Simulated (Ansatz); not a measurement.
# Co: computed property card

Co:
```yaml
crystal:
  lattice:
    - [2.32708, 0.00000, 0.00000]
    - [0.00000, 2.32708, 0.00000]
    - [0.00000, 0.00000, 2.32708]
  atoms:
    - { symbol: Co, position: [0.00000, 0.00000, 0.00000] }
```
The run is spin-polarised; directions of the spins, atom by atom: ↑.

Space group Pm-3m (No. 221), simple cubic; conventional cell a = b = c = 2.327 Å, α = β = γ = 90.00°.

Method: DFT-r²SCAN in the program Ansatz with PAW potentials. Structure relaxed to zero pressure with the same functional. Other levels are named where they apply.

Cell and energy:

| Property | Result |
|---|---|
| Volume per atom | 12.60 Å³ |
| Density | 7.77 g/cm³ |

Electronic structure:

| Quantity | Value |
|---|---|
| Electronic character | metallic (no gap) |
| Density of states at the Fermi level | 1.0 states/eV per atom (mean over ±0.08 eV) |

Magnetism:

| Property | Result |
|---|---|
| Magnetic order | ferromagnetic |
| Net moment | 2.04 μB per atom |

Mechanics:

| Quantity | Result |
|---|---|
| Bulk modulus (Birch–Murnaghan fit) | 156 GPa |
| Pressure derivative B′ | 4.8 |
| Elastic constants (relaxed ions, GPa) | C11 = 383, C12 = 41.7, C44 = -57.5 |
| Mechanical stability | unstable (C has a negative eigenvalue) |

A made-up cell: these elements were put on the sites of a structure type; neither database checked (COD, Materials Project) lists it. It is not the phase usual at ambient conditions (space group No. 194). The cell was relaxed with r²SCAN under the symmetry of its start. Spin order of the final state: ferromagnetic, chosen from 3 collinear starts compared on coarse meshes (ties went to the first, and starts can fall back to one state), not a proven ground state. Other orbital occupations within this spin state were not tried. For itinerant 3d metals, meta-GGAs of the SCAN family and hybrids are commonly reported to give too large moments. As this level gives no gap, shear constants depend on the k-mesh and smearing (Fermi–Dirac, 0.1 eV here).

Potentials: the later of the program's two PAW sets.
